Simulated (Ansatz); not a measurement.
LaGeRu:
```
LaGeRu
1.0
    4.33847     0.00000     0.00000
    0.00000     4.33847     0.00000
    0.00000     0.00000     7.07651
La Ge Ru
2 2 2
Direct
  0.00000   0.50000   0.30740
  0.50000   0.00000   0.69260
  0.00000   0.50000   0.81930
  0.50000   0.00000   0.18070
  0.00000   0.00000   0.00000
  0.50000   0.50000   0.00000
```

Relaxed with r²SCAN. Special points in fractions of this cell's reciprocal vectors: Γ (0.000, 0.000, 0.000); X (0.000, 0.500, 0.000); M (0.500, 0.500, 0.000); Z (0.000, 0.000, 0.500); R (0.000, 0.500, 0.500); A (0.500, 0.500, 0.500).

Q: List the band energies nearest the Fermi level at these points for DFT-r²SCAN in the program Ansatz with PAW potentials.

A: In eV from the Fermi level; about four levels below and three above (degenerate sets whole), none deeper than 8.9 eV; points with the same levels are listed once.

| k | below | above |
|---|---|---|
| Γ | -0.58 -0.58 -0.39 -0.26 | 0.49 0.91 1.03 |
| X | -1.46 -1.46 -0.38 -0.38 | 1.21 1.21 2.13 2.13 |
| M | -0.99 -0.99 -0.36 -0.36 | 0.35 0.35 1.58 1.58 |
| Z | -0.48 -0.48 -0.34 -0.34 | 1.03 1.36 1.37 1.37 |
| R | -1.75 -1.75 -1.35 -1.35 | 0.42 0.42 0.71 0.71 |
| A | -0.99 -0.99 -0.48 -0.48 | 0.81 0.81 1.53 1.53 |

Space group P4/nmm. The workflow started from a Materials Project entry (that database holds measured and hypothetical structures alike); the Crystallography Open Database copy checked does not list it. Its standing as an ambient phase is unchecked. Symmetry was held in the r²SCAN relaxation; its stability against distortions is not shown here. The run is not spin-polarised. Scalar-relativistic: spin–orbit coupling is off unless named, which matters more the heavier the elements.

Potentials: the later of the program's two PAW sets.
